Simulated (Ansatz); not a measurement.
W:
```yaml
crystal:
  lattice:
    - [-1.56807, 1.56807, 1.56807]
    - [1.56807, -1.56807, 1.56807]
    - [1.56807, 1.56807, -1.56807]
  atoms:
    - { symbol: W, position: [0.00000, 0.00000, 0.00000] }
```

Relaxed with LDA. Special points in fractions of this cell's reciprocal vectors: Γ (0.000, 0.000, 0.000); H (0.500, -0.500, 0.500); N (0.000, 0.000, 0.500); P (0.250, 0.250, 0.250).

### Question
List the band energies nearest the Fermi level at these points for plane-wave PAW LDA (Ansatz code).

### Answer
In eV from the Fermi level; about four levels below and three above (degenerate sets whole), none deeper than 8.9 eV; … stands for higher levels left out; points with the same levels are listed once.

```json
[
 {"k": "Γ", "below": "-1.30 -1.30 -1.30", "above": "2.26 2.26 …"},
 {"k": "H", "below": "-6.05 -6.05", "above": "5.35 5.35 5.35"},
 {"k": "N", "below": "-6.43 -3.70", "above": "0.93 2.18 3.18"},
 {"k": "P", "below": "-2.98 -2.98 -2.98", "above": "3.36 3.36 6.82"}
]
```

Space group Im-3m (bcc (W type)). The cell was relaxed with LDA under the symmetry of its start. No spin polarisation was allowed. Spin–orbit coupling is left out wherever it is not named.

Potentials: the earlier of the program's two PAW sets.
